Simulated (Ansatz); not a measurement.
SiC:
```
SiC
1.0
    3.06578     0.00000     0.00000
   -1.53289     2.65504     0.00000
    0.00000     0.00000     7.03111
Si C
3 3
Direct
  0.50000   0.00000   0.50000
  0.00000   0.50000   0.16667
  0.50000   0.50000   0.83333
  0.50000   0.00000   0.00000
  0.00000   0.50000   0.66667
  0.50000   0.50000   0.33333
```

This is the PBEsol-relaxed structure.

All from PBEsol in the plane-wave PAW code Ansatz, unless another level is named. Predict the electron effective mass.

0.17, 0.45, 0.88 mₑ (principal values).

And the band gap?

0.77 eV (indirect).

What about the smallest direct gap on the standard path?

2.98 eV.

Predict the formation energy from the elements (no fitted shifts).

0.27 eV/atom.

Give the weight of the valence-edge state by species (Voronoi cells).

C 77 %, Si 23 %.

And the conduction-band minimum?

at M (3 equivalent valleys).

Space group P6_222. The start of the workflow was typed in or built on a structure type; neither database checked (COD, Materials Project) lists it. It is not the phase usual at ambient conditions (space group No. 186, 216). The cell was relaxed with PBEsol under the symmetry of its start; phonons on a q-mesh show no instability. Its formation energy is positive at this level, so the cell may be metastable or incomplete. The references are the lowest solids computed at this level, not always the standard phases.

Potentials: the later of the program's two PAW sets.
